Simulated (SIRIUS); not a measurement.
A self-consistent single point of Pt (C2/m, 1 atom in the cell; from Materials Project mp-126, changed as shown).

```xyz
1
Lattice="0.0000 1.9556 1.9556 1.9556 0.0000 1.9556 1.9752 1.9752 0.0000" Properties=species:S:1:pos:R:3 pbc="T T T"
Pt     0.0000     0.0000     0.0000
```

Level of theory: LDA (PW92), GBRV LDA ultrasoft pseudopotentials (plane waves; SIRIUS 7.12.0).

SIRIUS settings:

| setting | value |
|---|---|
| parameters.ngridk | 12 12 12 |
| parameters.xc_functionals | [XC_LDA_X, XC_LDA_C_PW] |
| parameters.gk_cutoff | 6.325 1/bohr |
| parameters.pw_cutoff | 14.143 1/bohr |
| parameters.smearing | cold |
| parameters.smearing_width | 0.00183747 Ha |
| potentials | GBRV LDA ultrasoft pseudopotentials |
| parameters.electronic_structure_method | pseudopotential |
| parameters.num_bands | 12 |
| parameters.num_mag_dims | 0 |
| parameters.num_dft_iter | 100 |
| parameters.energy_tol | 1e-07 Ha |
| parameters.density_tol | 1e-06 |
| mixer.type | anderson |
| mixer.beta | 0.7 |
| mixer.use_hartree | true |

Results:

| Item | Value |
|---|---|
| Number of valence electrons | 16 |
| Number of bands | 12 |
| Number of k-points after the program's reduction | 476 |
| Number of plane waves (most at a k-point) | 448 |
| Number of SCF iterations | 10 |
| FFT grid | 27 × 27 × 27 |
| Free energy E − TS | -2868.4307 eV |
| Fermi level (on the code's own zero) | 22.19 eV |
| Pressure | -8.17 GPa |

Stress (GPa, positive for compression):
```
-8.13  -0.50   0.34
-0.50  -8.13   0.34
 0.34   0.34  -8.25
```

For comparison: a first run was changed to give this one (lattice vector c scaled by 1.01), and from it to this one the free energy rises by 5.7 meV/atom and the pressure goes from -5.44 to -8.17 GPa.

The structure comes from a collection of computed structures, made at another level of theory; the collection holds predicted forms beside known ones. Its lattice was then scaled. No clean gap shows at this smearing width and mesh (spacing up to 0.23 Å⁻¹); the mesh is coarse for partly filled bands, so the values carry mesh errors.

Cost on one core: around 70 core-seconds (rough).
